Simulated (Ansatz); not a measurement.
SnC3 as one 4-atom ordering (P-4m2) on the diamond lattice, relaxed with r2SCAN, was run in Ansatz under altered settings. All numbers are computed, without spin polarisation but where a row says otherwise.

```
CELL_PARAMETERS angstrom
2.97889 0.00000 0.00000
0.00000 2.97889 0.00000
0.00000 0.00000 4.64352
ATOMIC_POSITIONS crystal
C 0.50000 0.00000 0.82036
C 0.50000 0.50000 0.00000
C 0.00000 0.50000 0.17964
Sn 0.00000 0.00000 0.50000
```

The base run's other keys:
```yaml
kpoints:
  mp_grid: { grid: [4, 4, 4] }
hamiltonian:
  xc: hse06
scf:
  occupations: { method: fixed }
  n_extra_bands: 5
```

It takes 16 iterations with 779 plane waves at 420 eV and 18 k points, and leaves a mean stress of -3.98 GPa. The gap over this mesh is 1.152 eV. It ran on 4 threads of Arm Neoverse N1, on a shared host.

Outcomes, with energy and stress as changes against the base:
```csv
setting,outcome,ΔF (meV/atom),Δ mean stress (GPa),gap on the mesh (eV),iterations,wall time
"PBE hybrid, exx coeff 0.4, omega 0.1 1/Å",converged,–,-4.2,2.212,21,18 s
"PBE hybrid, exx coeff 0.05, omega 0.2078 1/Å",converged,–,+5.2,0.483,15,14 s
basis.ecutwfc: 500,converged,-2.5,0.0,1.154,16,20 s
```
A dash marks a value that wasn't obtained or can't be compared. Stress is positive in compression. The base took 15 s.

- PBE hybrid, exx coeff 0.4, omega 0.1 1/Å. That is 40 % exact exchange, screened with ω = 0.1 1/Å, against HSE06's 25 % screened at 0.208 1/Å. The mean stress moves by -4.2 GPa and the gap on the mesh by +1.061 eV (to 2.212). Totals of different functionals aren't comparable. The program warns that on this mesh the truncation of the exchange isn't bounded, so part of the change can be an error of the mesh.
- PBE hybrid, exx coeff 0.05, omega 0.2078 1/Å. That is 5 % exact exchange, screened with ω = 0.2078 1/Å, against HSE06's 25 % screened at 0.208 1/Å. The mean stress moves by +5.2 GPa and the gap on the mesh by -0.669 eV (to 0.483). Totals of different functionals aren't comparable.
- basis.ecutwfc: 500. 1057 plane waves in place of 779. The free energy moves by -2.5 meV an atom, the mean stress by 0.0 GPa and the gap on the mesh by +0.002 eV (to 1.154). The base cutoff was converged to that degree.

Spin-orbit coupling is left out, which matters wherever the heavy atoms make up the band edges.

The stress of a hybrid is loosely converged in these runs.

The meshes of the hybrids are coarse, so their gaps aren't converged to the digits shown.
